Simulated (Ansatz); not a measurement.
The start is a relaxed KI cell deformed by the Cartesian strain tensor (xx, yy, zz, yz, xz, xy) = (-0.058, 0.039, -0.152, -0.063, -0.052, 0.069). A full variable-cell relaxation at zero pressure is run with PBE (plane waves to 420 eV, PAW, scalar-relativistic; Ansatz, a quantum-chemistry and plane-wave program). The first steps use a coarse 6×6×5 k-mesh.

Initial structure:
```
CELL_PARAMETERS angstrom
      0.06284     3.50446     2.81864
      3.19746     0.02154     2.85994
      3.63013     3.97842    -0.41113
ATOMIC_POSITIONS crystal
  I  0.00000 0.00000 0.00000
  K  0.50000 0.50000 0.50000
```

What pressure does the first self-consistent step give?

+4.9 GPa (positive: the cell is compressed).

By how much does the energy per atom fall from start to end?

0.22 eV/atom.

How does the volume per atom move from start to end?

+22.0 %, from 37.95 to 46.32 Å³/atom.

Does it find its way back to the structure it was made from?

It relaxes back to the parent, Fm-3m (No. 225).

How do the shortest distances between atoms change?

The closest pairs of elements (up to four, under 3.6 Å), start → end: I–K 3.06 → 3.59 Å.

What band gap does the relaxed structure have at this level?

3.86 eV, direct at Γ (no spin-orbit coupling).

Relaxed structure:

Space group Fm-3m (No. 225); a = 7.1826 Å, b = 7.1826 Å, c = 7.1826 Å, α = 90.00°, β = 90.00°, γ = 90.00°

```tsv
atom	site	symmetry	x	y	z
I	4a	m-3m	0.0000	0.0000	0.0000
K	4b	m-3m	0.5000	0.5000	0.5000
```
(The calculation used a cell of 2 atoms; values per cell refer to that cell.)

Final values are on a 8×8×8 k-mesh of the relaxed cell. No spin polarisation in the result.

The run could not lose the symmetry of its start.

All atoms sit on sites fixed by symmetry, so only the cell could relax.
